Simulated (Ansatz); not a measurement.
The end point of a relaxation of CoSn. Space group P6/mmm (No. 191), AFLOW prototype AB_hP6_191_f_ad (B35, as in CoSn). Method: PBE (plane waves to 420 eV, PAW, scalar-relativistic; Ansatz, a quantum-chemistry and plane-wave program).

```cif
data_Co3Sn3
_chemical_formula_sum 'Co3 Sn3'
_space_group_name_H-M_alt 'P6/mmm'
_space_group_IT_number 191
_space_group_name_Hall '-P 6 2'
_cell_length_a 5.29399
_cell_length_b 5.29399
_cell_length_c 4.23543
_cell_angle_alpha 90.000
_cell_angle_beta 90.000
_cell_angle_gamma 120.000
loop_
_atom_site_label
_atom_site_type_symbol
_atom_site_symmetry_multiplicity
_atom_site_Wyckoff_symbol
_atom_site_fract_x
_atom_site_fract_y
_atom_site_fract_z
_atom_site_occupancy
Co1 Co 3 f 0.00000 0.50000 0.00000 1
Sn1 Sn 1 a 0.00000 0.00000 0.00000 1
Sn2 Sn 2 d 0.33333 0.66667 0.50000 1
```

### Question
Give the magnetic moment at the level PBE.

### Answer
Zero (the starting moments vanished).

No spin polarisation in the result: the starting moments vanished. A magnetic state may lie lower.

The run could not lose the symmetry of its start.

All atoms sit on sites fixed by symmetry, so only the cell could relax.
